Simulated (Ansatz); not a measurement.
MnSi (FeSi type, space group P2_13)

```xyz
8
Lattice="4.5566 0.0000 0.0000 0.0000 4.5566 0.0000 0.0000 0.0000 4.5566" Properties=species:S:1:pos:R:3 pbc="T T T"
Mn     0.6339     0.6339     0.6339
Mn     2.9122     1.6444     3.9227
Mn     3.9227     2.9122     1.6444
Mn     1.6444     3.9227     2.9122
Si     3.8515     3.8515     3.8515
Si     1.5732     2.9833     0.7050
Si     0.7050     1.5732     2.9833
Si     2.9833     0.7050     1.5732
```

Equation-of-state scan: isotropic scaling of the cell above, V₀ being its volume. The atoms relax within the cell's symmetry.

Level of theory: r2SCAN (plane waves to 500 eV, PAW, scalar-relativistic; Ansatz, a quantum-chemistry and plane-wave program). k mesh 10×10×10 (Γ-centred), Fermi-Dirac smearing 0.05 eV. Energies are smeared free energies. Compression counts positive. MnSi was relaxed with its symmetry unable to fall. Relaxed MnSi ends ferromagnetic. The magnetic order is the one the run started from; other orders were not tried. The zero of ΔE is the relaxed starting cell. The last digit holds for this mesh only.

| V (Å³/atom) | ΔE (meV/atom) |
|---|---|
| 11.116 | 27.6 |
| 11.258 | 17.4 |
| 11.400 | 9.6 |
| 11.542 | 4.2 |
| 11.684 | 1.0 |
| 11.826 | 0.0 |
| 11.967 | 1.0 |
| 12.109 | 3.8 |
| 12.251 | 8.2 |
| 12.393 | withheld |
| 12.535 | 21.5 |

Task: Fit a third-order Birch-Murnaghan form (E₀, V₀, B₀, B₀′ free) to the given rows and predict ΔE at V = 12.393.

Result: Least squares on the 10 given rows: ΔE = E₀ + (9V₀B₀/16)·y²·[2 + (B₀′ − 4)y], y = (V₀/V)^(2/3) − 1, with V₀ = 11.827 Å³/atom, B₀ = 182.5 GPa (160.2 GPa = 1 eV/Å³; the term in eV is multiplied by 1000), B₀′ = 5.07, E₀ = 0.08 meV/atom; root-mean-square residual 0.07 meV/atom. At 12.393 the fit gives 14.1 meV/atom; the calculation gives 14.2 meV/atom, so the interpolation is off by -0.1 (-0.7 %). For the pressure the fit gives -7.6 GPa against the computed -7.5 GPa.

(Under strain, the slope of the energy per volume gives the stress and its curvature an elastic modulus.)
